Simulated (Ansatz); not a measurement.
Piezoelectric tensor of In3GaP4

These are results of DFT PBE, scalar-relativistic, plane waves, PAW (Ansatz), not measurements. Settings: 420 eV plane-wave cutoff, Γ-centred 6×6×6 mesh, fixed occupations. No spin polarisation.

Equilibrium structure at this level:
```yaml
crystal:
  lattice:
    - [5.84567, 0.00000, 0.00000]
    - [0.00000, 5.84567, 0.00000]
    - [0.00000, 0.00000, 5.84567]
  atoms:
    - { symbol: In, position: [0.50000, 0.00000, 0.50000] }
    - { symbol: In, position: [0.50000, 0.50000, 0.00000] }
    - { symbol: In, position: [0.00000, 0.50000, 0.50000] }
    - { symbol: Ga, position: [0.00000, 0.00000, 0.00000] }
    - { symbol: P, position: [0.23916, 0.76084, 0.76084] }
    - { symbol: P, position: [0.23916, 0.23916, 0.23916] }
    - { symbol: P, position: [0.76084, 0.76084, 0.23916] }
    - { symbol: P, position: [0.76084, 0.23916, 0.76084] }
```

The structure comes from a generated guess, relaxed at this level; another structure or a mixture of phases may lie lower.

Problem. Give the relaxed-ion proper piezoelectric stress tensor e_iJ (C/m², Voigt columns xx yy zz yz xz xy).

Solution.
```
x    0.000  0.000  0.000 -0.124  0.000  0.000
y    0.000  0.000  0.000  0.000 -0.124  0.000
z    0.000  0.000  0.000  0.000  0.000 -0.124
```
Signs follow the orientation of the cell as given.

Problem. With the elastic constants (GPa, Voigt order)
```
94.2 47.4 47.4  0.0  0.0  0.0
47.4 94.2 47.4  0.0  0.0  0.0
47.4 47.4 94.2  0.0  0.0  0.0
 0.0  0.0  0.0 45.4  0.0  0.0
 0.0  0.0  0.0  0.0 45.4  0.0
 0.0  0.0  0.0  0.0  0.0 45.4
```
find the strain coefficients d = e·C⁻¹ (pC/N).

Solution.
```
x    0.00  0.00  0.00 -2.73  0.00  0.00
y    0.00  0.00  0.00  0.00 -2.73  0.00
z    0.00  0.00  0.00  0.00  0.00 -2.73
```
